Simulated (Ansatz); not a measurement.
## Formation energy of NiAs-type WSb

Level of theory: DFT, PBEsol, scalar-relativistic, no spin polarisation; plane waves to 420 eV with PAW datasets (Ansatz 0.2.0), Γ-centred 10×10×6 mesh, 0.05 eV Gaussian smearing. The datasets are Ansatz's generated set soft_2.

The structure was built from a prototype; whether the compound forms in it isn't claimed.

Symmetry: P6_3/mmc, No. 194, hexagonal system. The conventional cell has a = 4.343 Å, b = 4.343 Å, c = 5.168 Å, α = 90.00°, β = 90.00°, γ = 120.00°. Around W (site symmetry -3m) lie 2 W at 2.58 Å and 6 Sb at 2.82 Å. Around Sb (site symmetry -6m2) lie 6 W at 2.82 Å. (Neighbours are counted to 15 % beyond the shortest distance.)

The elements were computed in their standard states with the same datasets, cutoff and functional. Absolute energies hang on the potentials; compare differences alone.

Energy of the relaxed cell (4 atoms, smearing extrapolated to zero): -33326.925 eV. Elements, in eV/atom: W -10256.561, Sb -6408.086.

Problem. What is the formation energy?

Solution. [-33326.925 − (2 × -10256.561 + 2 × -6408.086)] / 4 = 0.59 eV/atom, or 57 kJ per mole of atoms.

The value is for 0 K, without zero-point energy. A positive value means that this structure is unstable even against the elements at this level.

Scalar-relativistic only: spin–orbit splittings of the heavy atoms' levels are missing.
